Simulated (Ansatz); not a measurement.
HfO$_{2}$:
```
CELL_PARAMETERS angstrom
      5.22824     0.00000     0.00000
      0.00000     5.01722     0.00000
      0.00000     0.00000     5.04153
ATOMIC_POSITIONS crystal
  Hf 0.03290 0.26756 0.24230
  Hf 0.96710 0.73244 0.74230
  Hf 0.46710 0.26756 0.74230
  Hf 0.53290 0.73244 0.24230
  O  0.36799 0.07173 0.37991
  O  0.63201 0.92827 0.87991
  O  0.13201 0.07173 0.87991
  O  0.86799 0.92827 0.37991
  O  0.73402 0.45967 0.49079
  O  0.26598 0.54033 0.99079
  O  0.76598 0.45967 0.99079
  O  0.23402 0.54033 0.49079
```

Relaxed with PBEsol. Special points in fractions of this cell's reciprocal vectors: Γ (0.000, 0.000, 0.000); X (0.500, 0.000, 0.000); S (0.500, 0.500, 0.000); Y (0.000, 0.500, 0.000); Z (0.000, 0.000, 0.500); U (0.500, 0.000, 0.500); R (0.500, 0.500, 0.500); T (0.000, 0.500, 0.500).

Task: List the band energies nearest the valence-band maximum at these points for the program Ansatz at the PBEsol level (PAW).

Result: In eV from the valence-band maximum; about four levels below and three above (degenerate sets whole), none deeper than 8.9 eV; points with the same levels are listed once.

```csv
k,below,above
Γ,-0.71 -0.17 -0.05 0.00,4.85 5.13 5.24
X,-0.68 -0.68 -0.38 -0.38,5.13 5.13 5.56 5.56
S,-0.62 -0.62 -0.47 -0.47,4.62 4.62 5.08 5.08
Y,-0.81 -0.40 -0.18 -0.11,4.46 4.81 4.90
Z,-0.33 -0.33 -0.26 -0.26,4.56 4.56 5.25 5.25
U,-0.69 -0.69 -0.69 -0.69,5.12 5.12 5.12 5.12
R,-0.83 -0.83 -0.83 -0.83,4.61 4.61 4.61 4.61
T,-1.02 -1.02 -0.36 -0.36,4.48 4.48 4.84 4.84
```

Space group Pca2_1. Symmetry was held in the PBEsol relaxation. The run is not spin-polarised. Spin–orbit coupling is left out wherever it is not named.

Potentials: the later of the program's two PAW sets.
